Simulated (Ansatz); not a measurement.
**RbLuO2: pressure and gap against volume**

A database entry relaxed whole under r2SCAN (R-3m):

```yaml
crystal:
  lattice:
    - [1.70018, 0.98160, 6.48774]
    - [-1.70018, 0.98160, 6.48774]
    - [0.00000, -1.96320, 6.48774]
  atoms:
    - { symbol: Rb, position: [0.00000, 0.00000, 0.00000] }
    - { symbol: Lu, position: [0.50000, 0.50000, 0.50000] }
    - { symbol: O, position: [0.22462, 0.22462, 0.22462] }
    - { symbol: O, position: [0.77538, 0.77538, 0.77538] }
```

The cell was scaled uniformly, its shape held, and the atoms relaxed at each volume with plane-wave PAW DFT (Ansatz 0.2.0; r2SCAN, 500 eV, 10×10×10 Γ-centred mesh, fermi-dirac occupations of width 0.020 eV; no spin, no spin-orbit coupling). One row is withheld.

```csv
volume (Å³/atom),energy over the lowest (meV/atom),pressure (GPa),gap over mesh and path (eV)
15.267,19.4,6.76,3.723
15.591,8.3,4.25,3.755
15.916,?,?,?
16.241,0.0,0.00,3.798
16.566,1.8,-1.79,3.810
16.891,7.1,-3.39,3.817
17.216,15.5,-4.85,3.691
```

**Question.** Fit the pressures of the other rows to the third-order Birch-Murnaghan form.

**Answer.** With f = [(V₀/V)^(2/3) − 1]/2 and P = 3B₀f(1 + 2f)^(5/2)[1 + 3(B₀′ − 4)f/2], least squares gives V₀ = 16.24 Å³ an atom, B₀ = 94.9 GPa and B₀′ = 4.5; the rows miss the fit by less than 0.01 GPa. The slope of the energies differs from these pressures by less than 0.05 GPa.

**Question.** How does the gap move with volume?

**Answer.** It runs from 3.72 eV at the smallest volume to 3.69 eV at the largest, not along one parabola: a band edge changes its place in the zone on the way, so no one slope is given.

**Question.** What does the withheld row hold?

**Answer.** The fit gives 2.01 GPa at 15.916 Å³; the run gave 2.01 GPa and 2.0 meV an atom. Its gap is 3.779 eV.

Caveats: the shape of the cell was held, so B₀ is an upper bound where the axes differ in stiffness; 0 K, fixed nuclei; the symmetry was kept, and this need not be the phase that is stable at 0 K; one mesh for all volumes; r2SCAN gaps lie as a rule under measured ones; pressure is positive in compression.
